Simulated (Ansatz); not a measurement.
Level of theory: DFT, PBEsol, scalar-relativistic, no spin polarisation; plane waves to 420 eV with PAW datasets (Ansatz 0.2.0), 8×8×8 k-mesh, Gaussian smearing of 0.05 eV. The datasets are Ansatz's generated set soft_2.

The calculation on YX2, where X is one element, gave:

```yaml
Space_group: Fm-3m (No. 225)
Conventional_cell: a = 7.289 Å, b = 7.289 Å, c = 7.289 Å, α = 90.00°, β = 90.00°, γ = 90.00°
Volume: 32.27 Å³/atom
Band_gap: zero (metallic)
Density_of_states_at_the_Fermi_level: 1.0 states/(eV·atom)
Formation_energy_from_the_elements_0_K_uncorrected: -0.98 eV/atom
Bulk_modulus_Birch–Murnaghan: 53 GPa
Pressure_derivative_B0′: 4.1
```

Sites: Y on 4a, X on 8c.

Problem. Which element is X?
A. Te
B. I
C. Sn
D. Sb

Solution. A. X is Te, so the compound is YTe2.

The cell came from substitution into a structure type; whether the compound takes it is for experiment to say.

No spin–orbit coupling, a notable omission for heavy elements. The cell is a metal with an odd number of electrons, and spin polarisation wasn't tried.
